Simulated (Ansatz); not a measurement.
The start is a generated trial cell of CdS in the wurtzite structure type. The structure is fully relaxed (lattice and positions, P = 0) with PBE (plane waves to 420 eV, PAW, scalar-relativistic; Ansatz, a first-principles code). The first steps use a coarse 7×7×4 k-mesh.

Initial structure:
```
CELL_PARAMETERS angstrom
      4.13559     0.00000     0.00000
     -2.06779     3.58152     0.00000
      0.00000     0.00000     6.77313
ATOMIC_POSITIONS crystal
  Cd 0.66667 0.33333 0.00000
  Cd 0.33333 0.66667 0.50000
  S  0.66667 0.33333 0.62520
  S  0.33333 0.66667 0.12520
```

```json
{
  "initial_pressure": "+2.2 GPa (positive: the cell is compressed)",
  "outcome": "The space group stays P6₃mc (No. 186) (the run could not lower it); the end is wurtzite type, with 4 atoms in the primitive cell",
  "energy_released": "6 meV/atom",
  "volume_change": "+3.8 %, from 25.08 to 26.05 Å³/atom",
  "Shortest distances (start → end)": "The closest pairs of elements (up to four, under 3.6 Å), start → end: Cd–S 2.53 → 2.57 Å",
  "band_gap_at_the_end": "1.11 eV, direct at Γ (no spin-orbit coupling)",
  "optimiser_moves": "2"
}
```

The end point of the relaxation:

Space group P6₃mc (No. 186); a = b = 4.196 Å, c = 6.832 Å, α = β = 90.00°, γ = 120.00°

```json
[
 {"atom": "Cd", "site": "2b", "symmetry": "3m.", "x": "0.6667", "y": "0.3333", "z": "0.4993"},
 {"atom": "S", "site": "2b", "symmetry": "3m.", "x": "0.3333", "y": "0.6667", "z": "0.3755"}
]
```

Final values are on a 9×9×5 k-mesh of the relaxed cell. No spin polarisation in the result.

The run could not lose the symmetry of its start.
